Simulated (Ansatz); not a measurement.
Structure: a free-standing Janus 1T monolayer of RuClBr, at its r2SCAN minimum. In-plane lattice: a = 3.662 Å, b = 3.662 Å, γ = 120.0°; thickness between the outer nuclei 2.59 Å. Ru has 3 Cl at 2.46 Å and 3 Br at 2.50 Å; Cl has 3 Ru at 2.46 Å; Br has 3 Ru at 2.50 Å.

```cif
data_structure
_symmetry_space_group_name_H-M 'P 1'
_symmetry_Int_Tables_number 1
_cell_length_a 3.6616
_cell_length_b 3.6616
_cell_length_c 29.9556
_cell_angle_alpha 90.000
_cell_angle_beta 90.000
_cell_angle_gamma 120.000
_cell_volume 347.83
loop_
_atom_site_label
_atom_site_type_symbol
_atom_site_fract_x
_atom_site_fract_y
_atom_site_fract_z
_atom_site_occupancy
Ru1 Ru 0.00000 0.00000 0.30146 1
Cl1 Cl 0.33333 0.66667 0.34315 1
Br1 Br 0.66667 0.33333 0.25672 1
```
Periodic in the plane only; c spans the vacuum.

5 runs of Ansatz on this cell differ in the functional (and in the settings that go with it). Levels are in eV from each run's valence top; v1 is the last filled band, c1 the first empty one.

Run A, mean stress -0.4 N/m (compression positive):
```
point     v5     v3     v1    c1    c2    c3
    Γ  -2.53  -1.19  -0.19  3.65  3.65  5.06
    M  -3.76  -1.10  -0.33  3.67  3.87  6.94
    K  -4.06  -0.92  -0.14  3.21  3.56  8.41
```

Run B, mean stress -0.3 N/m (compression positive):
```
point     v5     v3     v1    c1    c2    c3
    Γ  -2.46  -1.20  -0.18  4.78  4.78  6.32
    M  -3.72  -1.08  -0.37  4.82  5.06  8.17
    K  -4.02  -0.96  -0.16  4.37  4.73  9.69
```

Run C, mean stress 0.0 N/m (compression positive):
```
point     v5     v3     v1    c1    c2    c3
    Γ  -2.96  -1.14  -0.17  2.27  2.27  4.39
    M  -4.09  -1.10  -0.24  2.26  2.40  5.94
    K  -4.38  -0.79  -0.12  1.80  2.11  7.38
```

Run D, mean stress -0.2 N/m (compression positive):
```
point     v5     v3     v1    c1    c2    c3
    Γ  -2.76  -1.16  -0.17  3.25  3.25  5.17
    M  -3.95  -1.09  -0.29  3.26  3.44  6.83
    K  -4.23  -0.86  -0.13  2.81  3.14  8.31
```

Run E, mean stress -0.3 N/m (compression positive):
```
point     v5     v3     v1    c1    c2    c3
    Γ  -2.50  -1.20  -0.20  4.43  4.43  5.75
    M  -3.75  -1.11  -0.34  4.46  4.67  7.71
    K  -4.06  -0.94  -0.14  3.99  4.35  9.19
```

Q: Match the runs to r2SCAN, r2SCANh, HSE06, PBE0, r2SCAN0.

A: A is HSE06, B is r2SCAN0, C is r2SCAN, D is r2SCANh, E is PBE0. In order of the gap: r2SCAN 1.60, r2SCANh 2.57, HSE06 2.93, PBE0 3.70, r2SCAN0 4.08 eV.

Values at 0 K without nuclear motion; spin polarisation is off, and the phase may be a hypothetical one.

Spin-orbit coupling is left out.

The stress of a hybrid is loosely converged in these runs.

The meshes of the hybrids are coarse, so their gaps aren't converged to the digits shown.

For some runs the program warns that the potential is rough where the density is thin, which bears on empty states near the vacuum.
